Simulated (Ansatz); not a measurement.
A geometry of I away from equilibrium: step 3 of the relaxation of a relaxed I cell, doubled along one cell vector, shaken by Gaussian noise of σ = 0.08 Å a coordinate. Computed with r2SCAN (plane waves to 500 eV, PAW, scalar-relativistic; Ansatz, a quantum-chemistry and plane-wave program). Γ-centred k-mesh 6×6×2 on the run's cell (coarser than for final values), Fermi–Dirac smearing 0.05 eV.

```xyz
8
Lattice="4.3228 -0.0116 -0.0180 -2.1714 3.7319 -0.0050 -0.0799 -0.0720 19.4417" Properties=species:S:1:pos:R:3:forces:R:3 pbc="T T T" free_energy=-60222.223 pressure_GPa=-0.2
I     -0.0774    -0.0710    -0.1070    0.0322   -0.3345    0.3965
I      0.0738    -0.0716     9.6750   -0.0432   -0.3494    0.3040
I      0.0194     0.0659     4.9469   -0.0335    0.0586   -0.2705
I      0.0210    -0.0046    14.4984    0.0656    0.2184    0.5027
I     -0.1124     2.2562     2.4700    0.0266   -0.9552   -0.0469
I      0.2127     2.1036    12.2326    0.1530   -0.9489   -0.4738
I      2.1396     1.3960     7.3155   -0.0320    1.1713   -0.0118
I      1.8369     1.4039    17.0248   -0.1688    1.1398   -0.4002
```

Positions in Å, forces in eV/Å, free energy of the cell in eV (comparable only within this code, potentials and settings). Largest force: 1.22 eV/Å, on I8 (atoms numbered as listed); the geometry lies 0.36 eV/atom above the end of its relaxation.

No spin polarisation in the result. No dispersion correction is included, so spacings between layers, chains or molecules are soft and tend to come out too large.

The end of the path is a generated cell of I: the first start was made by placing the elements on the sites of a structure type, and the end was not matched to a known phase here, so it may be hypothetical. Known forms of I include space group No. 64.
